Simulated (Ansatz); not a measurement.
**ZnCd₂Se₃: rattling a relaxed structure**

The cell was found from a structure generator's guess, not taken from experiment.

All numbers below come from Ansatz, DFT PBE, scalar-relativistic, plane waves, PAW. Settings: cutoff 420 eV, Γ-centred mesh 12×12×2 on the computed 12-atom cell, Gaussian smearing of 0.02 eV; no spin polarisation.

The cell below (12 atoms, space group P6_3mc (No. 186)) is relaxed within its symmetry.

```
Zn Cd Se
1.0
     4.26203    0.00000    0.00000
    -2.13101    3.69102    0.00000
     0.00000    0.00000   21.08843
Zn Cd Se
2 4 6
Direct
  0.33333 0.66667 0.66801
  0.66667 0.33333 0.16801
  0.33333 0.66667 0.00625
  0.33333 0.66667 0.33246
  0.66667 0.33333 0.50625
  0.66667 0.33333 0.83246
  0.33333 0.66667 0.13334
  0.33333 0.66667 0.45911
  0.33333 0.66667 0.78582
  0.66667 0.33333 0.28582
  0.66667 0.33333 0.63334
  0.66667 0.33333 0.95911
```

For the test it was strained at random (σ = 1.5 % a component), the atoms were moved at random (σ = 0.05 Å), and all was relaxed again on a coarse 6×6×1 mesh (in the run’s order of axes) with 0.10 eV smearing, with no symmetry imposed.

Q: Is the structure stable against such a distortion?

A: It returns, within 1 meV/atom of the unmoved cell on that mesh and with the same symmetry when read at 0.1 Å (P1 at 0.01 Å, so small strains and shifts remain). No instability shows in this cell; modes of other wave vectors, which need another repeat, aren't tested.
